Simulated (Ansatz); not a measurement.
## Is this TbHgB4 structure a true minimum?

The cell was found from a structure generator's guess, not taken from experiment.

These are results of Ansatz, DFT PBE, scalar-relativistic, plane waves, PAW, and for the lanthanide a 4f-in-core norm-conserving potential, not measurements. Cutoff 690 eV; k points 10×8×6 on the computed 6-atom cell (Γ-centred); Gaussian smearing, width 0.10 eV; no spin polarisation.

The cell below (6 atoms, space group Pmmm (No. 47)) is relaxed within its symmetry.

```yaml
crystal:
  lattice:
    - [3.25963, 0.00000, 0.00000]
    - [0.00000, 4.00942, 0.00000]
    - [0.00000, 0.00000, 5.40795]
  atoms:
    - { symbol: Tb, position: [0.50000, 0.00000, 0.50000] }
    - { symbol: B, position: [0.00000, 0.50000, 0.66759] }
    - { symbol: B, position: [0.50000, 0.50000, 0.16170] }
    - { symbol: B, position: [0.50000, 0.50000, 0.83830] }
    - { symbol: B, position: [0.00000, 0.50000, 0.33241] }
    - { symbol: Hg, position: [0.00000, 0.00000, 0.00000] }
```

For the test a repeat of it with 12 atoms (edges 3.26, 5.41, 8.02 Å) was strained at random (σ = 1.5 % a component), the atoms were moved at random (σ = 0.05 Å), and all was relaxed again on a coarse 6×4×4 mesh (in the run’s order of axes) with 0.20 eV smearing, with no symmetry imposed.

Spin–orbit coupling, which can matter for Hg, is left out.

Question: Does it come back?

Answer: It doesn't return. The energy falls by 13 meV/atom on that mesh, the volume changes by 0.1 %, and the end has space group P2/m (No. 10) at a loose tolerance. Relaxed again on an 8×10×6 mesh with 0.10 eV smearing, the new structure lies 14 meV/atom below the first (mesh in the axes of the run's cell; the cell below is made exact in the group named). Space group P2/m (No. 10), monoclinic, a = 4.060 Å, b = 3.258 Å, c = 5.403 Å, β = 98.4°. Around Tb lie 12 B at 2.60–2.85 Å and 4 Hg at 3.15 Å; around B on its first site lie 3 B at 1.82–1.87 Å, 1 Hg at 2.44 Å and 4 Tb at 2.72–2.80 Å; B on its second site has 1 B at 1.76 Å, 2 B at 1.87 Å, 2 Hg at 2.57 Å, 1 Tb at 2.60 Å and 1 Tb at 2.85 Å; around Hg lie 6 B at 2.44–2.57 Å, 6 B at 2.91–2.96 Å and 4 Tb at 3.15 Å.

```cif
data_structure
_symmetry_space_group_name_H-M 'P2/m'
_symmetry_Int_Tables_number 10
_cell_length_a 4.0597
_cell_length_b 3.2580
_cell_length_c 5.4027
_cell_angle_alpha 90.000
_cell_angle_beta 98.445
_cell_angle_gamma 90.000
_cell_volume 70.68
loop_
_atom_site_label
_atom_site_type_symbol
_atom_site_symmetry_multiplicity
_atom_site_Wyckoff_symbol
_atom_site_fract_x
_atom_site_fract_y
_atom_site_fract_z
_atom_site_occupancy
Tb1 Tb 1 h 0.50000 0.50000 0.50000 1
B1 B 2 m 0.01995 0.00000 0.66957 1
B2 B 2 n 0.97470 0.50000 0.15939 1
Hg1 Hg 1 d 0.50000 0.00000 0.00000 1
```

The lanthanide is trivalent by construction, without f bands, f moments or other valences.
